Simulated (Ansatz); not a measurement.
Ce:
```xyz
1
Lattice="0.0000 2.2879 2.2879 2.2879 0.0000 2.2879 2.2879 2.2879 0.0000" Properties=species:S:1:pos:R:3 pbc="T T T"
Ce     0.0000     0.0000     0.0000
```

Relaxed with PBEsol. Special points in fractions of this cell's reciprocal vectors: Γ (0.000, 0.000, 0.000); X (0.500, 0.000, 0.500); U (0.625, 0.250, 0.625); K (0.375, 0.375, 0.750); L (0.500, 0.500, 0.500); W (0.500, 0.250, 0.750).

Task: List the band energies nearest the Fermi level at these points for PBEsol in the plane-wave PAW code Ansatz.

Result: In eV from the Fermi level; about four levels below and three above (degenerate sets whole), none deeper than 8.9 eV; points with the same levels are listed once.

```csv
k,below,above
Γ,-2.62 -0.32,0.40 0.40 0.40
X,-3.32 -2.66,0.54 0.69 0.69
U,-2.47 -0.49,0.49 0.66 0.66
L,-2.26 -0.23,0.48 0.48 0.87
W,-1.35 -0.01 -0.01,0.18 0.78 0.78
```

Space group Fm-3m (fcc (Cu type)). The cell was relaxed with PBEsol under the symmetry of its start. The workflow began spin-polarised and lost its moments. The volume lies over 15 % below that of the usual cell of this phase: another minimum, or an error of the functional. The 4f shell is in the valence. No Hubbard U is applied. Spin–orbit coupling is left out wherever it is not named.

Potentials: the earlier of the program's two PAW sets. The files were generated under PBE; for other functionals the program regenerates the frozen cores, and for LDA and PBEsol the local potential too.
